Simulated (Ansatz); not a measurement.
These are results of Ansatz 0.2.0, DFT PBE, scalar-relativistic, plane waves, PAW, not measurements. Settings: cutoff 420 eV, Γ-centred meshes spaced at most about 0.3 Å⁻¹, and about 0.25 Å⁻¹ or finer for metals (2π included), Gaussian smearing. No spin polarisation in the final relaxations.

These are static total energies at zero pressure. All come from trial cells, and lower structures may exist.

Problem. These unrelaxed guesses for ZnCd₂Te₃ are each relaxed within their symmetry. Order them by the energy at which they end, lowest first.
A.

Space group P6/mmm (No. 191). a = 4.776 Å, b = 4.776 Å, c = 9.153 Å, α = 90.00°, β = 90.00°, γ = 120.00°
```json
{"atom": "Zn", "site": "1a", "symmetry": "6/mmm", "x": "0.0000", "y": "0.0000", "z": "0.0000"}
{"atom": "Cd", "site": "2c", "symmetry": "-6m2", "x": "0.3333", "y": "0.6667", "z": "0.0000"}
{"atom": "Te", "site": "2e", "symmetry": "6mm", "x": "0.0000", "y": "0.0000", "z": "0.2161"}
{"atom": "Te", "site": "1b", "symmetry": "6/mmm", "x": "0.0000", "y": "0.0000", "z": "0.5000"}
```

B.

Space group P4/mmm (No. 123). a = 4.528 Å, b = 4.528 Å, c = 8.412 Å, α = 90.00°, β = 90.00°, γ = 90.00°
```tsv
atom	site	symmetry	x	y	z
Zn	1c	4/mmm	0.5000	0.5000	0.0000
Cd	2f	mmm.	0.5000	0.0000	0.0000
Te	2h	4mm	0.5000	0.5000	0.2140
Te	1d	4/mmm	0.5000	0.5000	0.5000
```

C.

Space group P6/mmm (No. 191). a = 4.470 Å, b = 4.470 Å, c = 9.648 Å, α = 90.00°, β = 90.00°, γ = 120.00°
```
atom  site  symmetry       x       y       z
  Zn    1b     6/mmm  0.0000  0.0000  0.5000
  Cd    2d      -6m2  0.3333  0.6667  0.5000
  Te    1a     6/mmm  0.0000  0.0000  0.0000
  Te    2c      -6m2  0.3333  0.6667  0.0000
```

D.

Space group R-3m:H (No. 166). a = 6.344 Å, b = 6.344 Å, c = 13.897 Å, α = 90.00°, β = 90.00°, γ = 120.00°
```
atom  site  symmetry       x       y       z
  Zn    3a       -3m  0.0000  0.0000  0.0000
  Cd    6c        3m  0.3333  0.6667  0.2944
  Te    9d      .2/m  0.8333  0.1667  0.1667
```

Solution. D (ends in R-3m, 0 meV/atom), C (ends in P6/mmm, 101 meV/atom), A (ends in P6/mmm, 236 meV/atom), B (ends in P4/mmm, 0.34 eV/atom). Even the lowest end lies +0.05 eV/atom against the elements.

These runs have no spin–orbit coupling, which can matter for Te. Cells relaxed within their symmetry can be saddle points. Some candidate types were left out of the draw beforehand, so a known form may be missing.
